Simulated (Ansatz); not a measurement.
Polymorphs of Ag, each relaxed with the program Ansatz at the r²SCAN level (PAW):

A: Fd-3m
a = 7.635 Å, b = 7.635 Å, c = 7.635 Å, α = 90.00°, β = 90.00°, γ = 90.00°

```
atom  site  symmetry       x       y       z
----  ----  --------  ------  ------  ------
Ag      8a      -43m  0.0000  0.0000  0.0000
Ag     16d      .-3m  0.6250  0.6250  0.6250
```

B: simple cubic (Pm-3m)
a = b = c = 2.714 Å, α = β = γ = 90.00°

```csv
atom,site,symmetry,x,y,z
Ag,1a,m-3m,0.0000,0.0000,0.0000
```

C: β-Sn type (I4_1/amd)
a = 5.262 Å, b = 5.262 Å, c = 2.755 Å, α = 90.00°, β = 90.00°, γ = 90.00°

```json
[
 {"atom": "Ag", "site": "4a", "symmetry": "-4m2", "x": "0.0000", "y": "0.0000", "z": "0.0000"}
]
```

Put the candidates in order of energy per atom at 0 K, lowest first, for r²SCAN.

A (+0 meV/atom), C (+90 meV/atom), B (+181 meV/atom)

Constructed cells (a structure type filled with these elements, in neither database checked): B. Typed or built starts, not in the databases checked: A; C. Not the usual ambient phase: A; B; C. Unstable at this level: B. All cells were relaxed under the symmetry of their starts (and spin orders); stability against distortions was not tested throughout. Rows with no word on spin ran without spin polarisation. Spin–orbit coupling is left out wherever it is not named.

Energies hold the estimated change up to a 700 eV cutoff; steps of a few meV lie near the error of the meshes.

Potentials: the later of the program's two PAW sets.
